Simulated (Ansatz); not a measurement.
Values for one crystal, relaxed and computed with the program Ansatz at the PBEsol level (PAW); other levels are named.

```yaml
volume_per_atom: 19.91 Å³
electronic_character: metallic (no gap)
Formation energy from the elements (no fitted shifts): -0.29 eV/atom
Bulk modulus (Birch–Murnaghan fit): 117 GPa
Density of states at the Fermi level: 0.52 states/eV per atom (mean over ±0.08 eV)
Pressure derivative B′: 5.3
```

Q: Pick the material that matches.
A. TePd, Cmcm (Te on 4c, Pd on 4c)
B. In3SbTe2, Immm (In on 2a, In on 4i, Sb on 2d, Te on 4j)
C. FeB, Cmcm (Fe on 4c, B on 4c)
D. Sn3Te2Se, P-3m1 (Sn on 1b, Sn on 2d, Te on 2d, Se on 1a)

A: A, TePd, Cmcm (Te on 4c, Pd on 4c)

The start of the workflow was typed in or built on a structure type; neither database checked (COD, Materials Project) lists it. COD files the formula under space group No. 194. Whether it is the stable phase at ambient conditions was not checked. The PBEsol relaxation kept the symmetry of its start; whether a distortion lowers the energy is not shown. The run is not spin-polarised. The references are the lowest solids computed at this level, not always the standard phases. Scalar-relativistic: spin–orbit coupling is off unless named, which matters more the heavier the elements.

Potentials: the later of the program's two PAW sets.
